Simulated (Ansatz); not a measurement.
## YRh3 (TiAl3-type structure)

Method: PBEsol, scalar-relativistic; no spin polarisation; PAW, 420 eV, Γ-centred 12×12×12 mesh, 0.05 eV Gaussian smearing; code Ansatz. The datasets are Ansatz's generated set soft_2.

```cif
data_structure
_symmetry_space_group_name_H-M 'I4/mmm'
_symmetry_Int_Tables_number 139
_cell_length_a 4.0180
_cell_length_b 4.0180
_cell_length_c 7.8993
_cell_angle_alpha 90.000
_cell_angle_beta 90.000
_cell_angle_gamma 90.000
_cell_volume 127.53
loop_
_atom_site_label
_atom_site_type_symbol
_atom_site_symmetry_multiplicity
_atom_site_Wyckoff_symbol
_atom_site_fract_x
_atom_site_fract_y
_atom_site_fract_z
_atom_site_occupancy
Y1 Y 2 a 0.00000 0.00000 0.00000 1
Rh1 Rh 2 b 0.50000 0.50000 0.00000 1
Rh2 Rh 4 d 0.00000 0.50000 0.25000 1
```

The structure was built from a prototype; whether the compound forms in it isn't claimed.

The cell above was scaled in volume, and shape and atoms were relaxed at each volume within its symmetry. Energies are counted from the cell above.

Cell and atoms are those of this level's equilibrium.

| V (Å³/atom) | ΔE (meV/atom) | P (GPa) |
| --- | --- | --- |
| 15.30 | 15.3 | 8.0 |
| 15.62 | 3.7 | 3.8 |
| 15.94 | 0.0 | 0.0 |
| 16.26 | 3.4 | -3.4 |
| 16.58 | 13.2 | -6.4 |

Q: What do the points give for the equilibrium volume, the bulk modulus and its pressure derivative (third-order Birch–Murnaghan)?

A: V0 = 15.94 Å³/atom, B0 = 179 GPa, B0′ = 4.7.

B0·V0 = 178.6 GPa × 15.94 Å³ = 17.77 eV/atom sets the scale: near the minimum ΔE ≈ ½ B0 V0 x², with x = V/V0 − 1, and a pressure of 1.8 GPa squeezes the volume by about 1 %. At the ends of the curve: x = −4.0 % predicts 14.2 meV/atom and the run gives 15.3; x = +4.0 % predicts 14.3 meV/atom and the run gives 13.2. Compression costs more and expansion less than the parabola says, since the crystal stiffens as it shrinks; B0′ measures that. The run is a metal.
